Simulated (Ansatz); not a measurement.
BaHfO3 (cubic perovskite, Pm-3m), the program Ansatz at the r²SCAN level (PAW): ε∞ = 4.34, cell volume 72.88 Å³. Infrared-active transverse modes:

```tsv
ω_TO (cm⁻¹)	oscillator strength S_xx (e²/amu)
110.1	0.2012
195.7	1.181
518.9	0.6238
```

**Question.** Compute the static dielectric constant.

**Answer.** Each mode adds (4.921e7/V) S/ω²: 11.21, 20.82, 1.56. So ε0 = 37.9.

The r²SCAN relaxation kept the symmetry of its start; phonons on a q-mesh show no instability. The run is not spin-polarised. Spin–orbit coupling is left out wherever it is not named.

Potentials: the later of the program's two PAW sets.
